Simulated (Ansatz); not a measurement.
AlGa$_{3}$N$_{4}$: moving Ga off its site

AlGa$_{3}$N$_{4}$, P-43m, a = 4.472 Å (as given, not relaxed at this level: -0.8 GPa, forces to 0.07 eV/Å). The structure is a Materials Project entry; whether it is the stable form wasn't checked. Ansatz: r2SCAN, PAW, 500 eV, Γ-centred 6×6×6 mesh on 8 atoms, Gaussian smearing 0.05 eV; no spin polarisation.

```
CELL_PARAMETERS angstrom
4.47169 0.00000 0.00000
0.00000 4.47169 0.00000
0.00000 0.00000 4.47169
ATOMIC_POSITIONS crystal
Al 0.00000 0.00000 0.00000
Ga 0.50000 0.50000 0.00000
Ga 0.50000 0.00000 0.50000
Ga 0.00000 0.50000 0.50000
N 0.75571 0.75571 0.24429
N 0.75571 0.24429 0.75571
N 0.24429 0.75571 0.75571
N 0.24429 0.24429 0.24429
```

Atom 2 (Ga) moves by x along the unit vector (0.000, 0.000, 1.000), with its periodic images; all else is held. y is the free energy of the cell over the start, F the force along the path summed over the moved atoms. Symmetry makes y even in x.

| x (Å) | y (meV) | F (eV/Å) |
| --- | --- | --- |
| -0.1000 | 88.5 | 1.76 |
| -0.0500 | 22.2 | 0.89 |
| 0.0000 | 0.0 | 0.00 |
| 0.0125 | 1.4 | -0.22 |
| 0.0250 | 5.6 | -0.44 |
| 0.0375 | 12.5 | -0.67 |
| 0.0625 | ? | ? |
| 0.0750 | 49.9 | -1.33 |
| 0.0875 | 67.8 | -1.55 |

**Question.** Fit y = c2 x² + c4 x⁴ to the energies of the other rows, give the force constant, and predict energy and force of the missing row.

**Answer.** Least squares on the rows shown. y = 8894 x² − 4524 x⁴. The force constant is 2 c2 = 17.8 eV/Å² (for all images moving together, not for a lone atom). The force −dy/dx at the missing row is -1.11 eV/Å (computed -1.11). At x = 0.0625 the fit asked for gives 34.7 meV. The run gave 34.7 meV, the same to the digits shown.